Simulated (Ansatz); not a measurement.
Ta (bcc, W type)

```yaml
crystal:
  lattice:
    - [-1.64096, 1.64096, 1.64096]
    - [1.64096, -1.64096, 1.64096]
    - [1.64096, 1.64096, -1.64096]
  atoms:
    - { symbol: Ta, position: [0.00000, 0.00000, 0.00000] }
```

E(V) scan at fixed shape, V₀ the volume above. Symmetry pins the atoms to their sites.

Computed with PBEsol (plane waves to 420 eV, PAW, scalar-relativistic; Ansatz, a quantum-chemistry and plane-wave program). k mesh 20×20×20 (Γ-centred), Fermi-Dirac smearing 0.05 eV. Stress and pressure are positive under compression. Spin-orbit coupling is left out, though Ta is heavy. Ta is run without spin polarisation. Ta was relaxed with its symmetry unable to fall. The PAW data are Ansatz's earlier set.

At one point of the scan the stress tensor (GPa) is:

```
    2.6      0.0      0.0
    0.0      2.6      0.0
    0.0      0.0      2.6
```

**Question.** Which point is it?
A) V/V₀ = 0.976
B) V/V₀ = 0.988
C) V/V₀ = 0.940
D) V/V₀ = 0.952

**Answer.** B, V/V₀ = 0.988

(A scan under strain: stresses follow from slopes of the energy per volume, elastic moduli from its curvatures.)
